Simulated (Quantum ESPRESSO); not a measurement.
## Pt4Zr2GaIn (one composition in several site orders)

Simulated, not a measurement. The program is pw.x of Quantum ESPRESSO 7.5 (plane-wave density functional theory). The cell is made up: eight metal atoms on a hexagonal close-packed lattice, with elements, volume, strain and displacements drawn at random and not relaxed, so it may be unstable or far from any real phase. PseudoDojo standard norm-conserving files set the functional (PBE unless stated); there is no spin polarisation or spin-orbit coupling, the Fermi-Dirac width of 0.25 eV means electrons at about 2900 K, and the masses in the input are unused placeholders. Heavy elements are run without spin-orbit coupling, which real alloys of them have. A spin test at this wide smearing found no moment, but such smearing suppresses magnetism that the real alloy may have.

The runs put one composition on the sites in different orders. Cell, positions, cutoff, mesh and smearing stay as in the input of run 1; sites are counted in its order. Stress in the tables is positive in tension.

Input of run 1:

```
&control calculation='scf', pseudo_dir='./dojo.nc.sr.pbe.v0_5.standard.upf', outdir='./o', disk_io='minimal', tprnfor=.true., tstress=.true. /
&system ibrav=0, nat=8, ntyp=4, nbnd=77, ecutwfc=84.00895049, nosym=.true., tot_charge=0,
 occupations='smearing', smearing='fd', degauss=0.0183746611
/
&electrons conv_thr=1.470e-08, electron_maxstep=70, mixing_beta=0.5 /
ATOMIC_SPECIES
Ga 1.0 Ga.upf
In 1.0 In.upf
Pt 1.0 Pt.upf
Zr 1.0 Zr.upf
CELL_PARAMETERS angstrom
0.0 5.3324 0.0
3.0787 0.0 4.9255
3.0787 0.0 -4.9255
ATOMIC_POSITIONS angstrom
Pt -0.0766 0.0299 0.1027
Zr 2.7847 -0.0246 -0.0257
Ga 2.9988 1.7484 -2.416
Pt 3.0899 1.6985 2.4908
Pt 1.6323 2.6008 -0.0157
In 4.5239 2.7868 -0.0452
Pt 1.3271 4.4941 -2.5581
Zr 1.5566 4.4813 2.5147
K_POINTS automatic
5 5 5 1 1 1
```

| run | elements on sites 1 to 8 | free energy less that of run 1 (eV) | -TS (eV) | pressure (GPa) | stress xx (GPa) | stress yy (GPa) | stress zz (GPa) | stress yz (GPa) | stress xz (GPa) | stress xy (GPa) | iterations |
| --- | --- | --- | --- | --- | --- | --- | --- | --- | --- | --- | --- |
| 1 | Pt Zr Ga Pt Pt In Pt Zr | 0.000 | -1.141 | -12.76 | 13.91 | 13.73 | 10.64 | 2.21 | 1.81 | -0.79 | 14 |
| 2 | Zr Zr Pt Pt In Pt Pt Ga | 0.424 | -1.233 | -12.71 | 10.43 | 11.41 | 16.29 | -1.29 | 0.26 | -0.10 | 14 |
| 3 | Zr Pt Ga Pt Pt Pt Zr In | 0.351 | -1.212 | -12.57 | 10.31 | 15.99 | 11.40 | 0.07 | 1.05 | 0.48 | 16 |
| 4 | Pt Zr Zr In Ga Pt Pt Pt | -0.170 | -1.245 | -13.28 | 13.55 | 14.42 | 11.86 | 1.43 | 0.19 | -0.43 | 15 |
| 5 | Zr Pt Pt Pt Ga Zr Pt In | 0.556 | -1.397 | -12.51 | 13.72 | 11.13 | 12.69 | 0.63 | -2.05 | 0.04 | 15 |
| 6 | In Zr Pt Pt Pt Pt Ga Zr | 0.779 | -1.324 | -12.21 | 8.09 | 20.18 | 8.37 | 0.22 | 1.45 | -0.15 | 14 |

Forces Fx Fy Fz (eV/Å):

| site | run 1 | run 2 | run 3 | run 4 | run 5 | run 6 |
| --- | --- | --- | --- | --- | --- | --- |
| 1 | -0.15 0.22 -0.10 | -1.35 0.12 0.15 | 0.40 0.63 -0.90 | 0.07 -0.32 0.11 | 0.54 0.76 -0.01 | -0.90 0.56 0.04 |
| 2 | -0.25 0.47 0.14 | 2.24 0.14 -0.10 | 0.17 0.30 0.21 | 0.69 -0.99 0.40 | 0.22 -0.15 0.14 | 1.48 0.54 -0.44 |
| 3 | -0.49 -0.28 -0.55 | 0.00 -0.32 -0.22 | -0.26 0.12 0.41 | 0.84 0.55 -1.55 | -0.25 0.08 -0.28 | 0.41 -0.20 0.07 |
| 4 | -0.39 0.19 -0.15 | -0.03 -0.13 0.10 | 0.31 0.11 0.05 | -0.50 0.60 0.69 | -0.18 0.23 0.38 | -0.45 -0.01 -0.17 |
| 5 | -0.21 0.18 0.15 | -0.98 0.62 0.07 | -0.36 0.00 -0.48 | -0.71 0.38 0.25 | -0.67 -0.10 -0.40 | -0.19 0.40 0.33 |
| 6 | 0.79 -0.71 1.05 | 0.17 0.22 -0.20 | 0.19 -0.01 0.21 | -0.29 -0.17 -0.01 | -0.19 -0.92 0.89 | -0.22 0.23 -0.07 |
| 7 | 0.41 -0.29 0.28 | 0.01 -0.40 -0.02 | 0.78 -0.60 0.45 | 0.74 -0.09 0.24 | 0.75 -0.13 -0.34 | 0.56 -0.55 0.02 |
| 8 | 0.28 0.23 -0.82 | -0.07 -0.25 0.23 | -1.22 -0.54 0.06 | -0.84 0.06 -0.13 | -0.21 0.23 -0.38 | -0.70 -0.98 0.21 |

The sites are displaced and not relaxed, so the energy differences mix bonding between neighbours with strain and are not ordering energies. A rerun of one cell of this series at a higher cutoff and on a denser mesh moved values by no more than 0.003 eV in energy, 0.02 GPa in stress and 0.004 eV/Å in force, and a second program with other atomic files agreed on that cell to 2 % rms in force and 0.5 GPa in pressure.